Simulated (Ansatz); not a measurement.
AlN:
```yaml
crystal:
  lattice:
    - [2.82543, 0.00000, 0.00000]
    - [-1.41271, 2.44689, 0.00000]
    - [0.00000, 0.00000, 4.83562]
  atoms:
    - { symbol: Al, position: [0.00000, 0.00000, 0.00000] }
    - { symbol: Al, position: [0.00000, 0.00000, 0.50000] }
    - { symbol: N, position: [0.33333, 0.66667, 0.25000] }
    - { symbol: N, position: [0.66667, 0.33333, 0.75000] }
```

Relaxed with HSE06. Special points in fractions of this cell's reciprocal vectors: Γ (0.000, 0.000, 0.000); M (0.500, 0.000, 0.000); K (0.333, 0.333, 0.000); A (0.000, 0.000, 0.500); L (0.500, 0.000, 0.500); H (0.333, 0.333, 0.500).

Problem. List the band energies nearest the valence-band maximum at these points for the program Ansatz at the HSE06 level (PAW).

Solution. In eV from the valence-band maximum; about four levels below and three above (degenerate sets whole), none deeper than 8.9 eV; points with the same levels are listed once.

| k | below | above |
|---|---|---|
| Γ | -0.95 -0.95 -0.57 0.00 0.00 | 6.77 7.88 10.42 |
| M | -5.46 -3.25 -2.81 -1.22 | 6.68 7.89 8.15 |
| K | -5.35 -5.35 -5.13 -4.11 -4.11 | 6.79 11.68 11.68 |
| A | -0.49 -0.49 -0.49 -0.49 | 8.24 8.24 12.27 12.27 |
| L | -2.89 -2.89 -2.10 -2.10 | 7.10 7.10 8.53 8.53 |
| H | -6.68 -6.68 -1.76 -1.76 | 7.94 7.94 10.71 10.71 |

Space group P6_3/mmc (NiAs type). A made-up cell: these elements were put on the sites of a structure type; the Crystallography Open Database copy checked does not list it. It is not the phase usual at ambient conditions (space group No. 186, 216). The cell was relaxed with HSE06 under the symmetry of its start; whether a distortion lowers the energy is not shown. The hybrid was solved on a coarse mesh, the path and, where they were found, the r²SCAN edge points; its band edges are the extreme levels among these.

Potentials: the later of the program's two PAW sets.
